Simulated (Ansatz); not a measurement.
TeI:
Space group C2/m (No. 12); a = 15.793 Å, b = 4.215 Å, c = 12.334 Å, α = γ = 90.00°, β = 129.27°

```tsv
atom	site	symmetry	x	y	z
I	4i	m	0.1597	0.5000	0.1884
Te	4i	m	0.0825	0.0000	0.8433
I	4i	m	0.1029	0.0000	0.4370
Te	4i	m	0.3014	0.0000	0.1816
```
(The calculation used a cell of 8 atoms; values per cell refer to that cell.)

Relaxed at zero pressure with DFT-r²SCAN+D4 in the program Ansatz with PAW potentials.

Q: The volume is lowered by 9 % and shape and atoms relax at that volume. What pressure results, and how do the axes share the change?

A: 1.6 GPa; a -3.9 %, b -1.7 %, c -5.1 %; the energy rises by 16 meV/atom.

Q: Give the new structure.

A: 
Space group C2/m (No. 12); a = 15.1746 Å, b = 4.1450 Å, c = 11.7038 Å, α = 90.00°, β = 128.22°, γ = 90.00°

| atom | site | symmetry | x | y | z |
|---|---|---|---|---|---|
| I | 4i | m | 0.1504 | 0.5000 | 0.1863 |
| Te | 4i | m | 0.0783 | 0.0000 | 0.8428 |
| I | 4i | m | 0.1092 | 0.0000 | 0.4481 |
| Te | 4i | m | 0.3034 | 0.0000 | 0.1872 |

The phase is kept; no other phase was compared at this pressure.

The workflow started from an entry of the Crystallography Open Database (COD), which files this formula under 2 space groups. Whether it is the stable phase at ambient conditions was not checked. The r²SCAN+D4 relaxation kept the symmetry of its start; its stability against distortions is not shown here. Scalar-relativistic: spin–orbit coupling is off unless named, which matters more the heavier the elements.

Potentials: the later of the program's two PAW sets.
